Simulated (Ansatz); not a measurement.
Given:

LiNbO3:
```xyz
10
Lattice="2.5671 1.4821 4.6089 -2.5671 1.4821 4.6089 0.0000 -2.9642 4.6089" Properties=species:S:1:pos:R:3 pbc="T T T"
Li     0.0000     0.0000     9.9444
Li     0.0000     0.0000     3.0311
Nb     0.0000     0.0000     0.0221
Nb     0.0000     0.0000     6.9354
O     -0.6435     1.4345     8.3516
O      1.5641    -0.1600     8.3516
O     -0.9206    -1.2745     8.3516
O     -1.6465     0.2076     6.0472
O      0.6435    -1.5297     6.0472
O      1.0030     1.3221     6.0472
```

This is the PBEsol-relaxed structure. Cartesian axes are those of the cell as given.

Task: All from the program Ansatz at the PBEsol level (PAW), unless another level is named. Predict the smallest direct gap on the standard path.

Result: 3.53 eV.

Task: Give the HSE06 gap on the PBEsol cell.

Result: 4.98 eV.

Task: What about the electron effective mass?

Result: 0.79, 1.9, 2.0 mₑ (principal values).

Task: Give the conduction-band minimum.

Result: off the standard path, at k = (-0.089, -0.089, 0.026) in fractions of the reciprocal vectors.

Space group R3c. Symmetry was held in the PBEsol relaxation. The run is not spin-polarised. Scalar-relativistic: spin–orbit coupling is off unless named, which matters more the heavier the elements.

Potentials: the later of the program's two PAW sets.
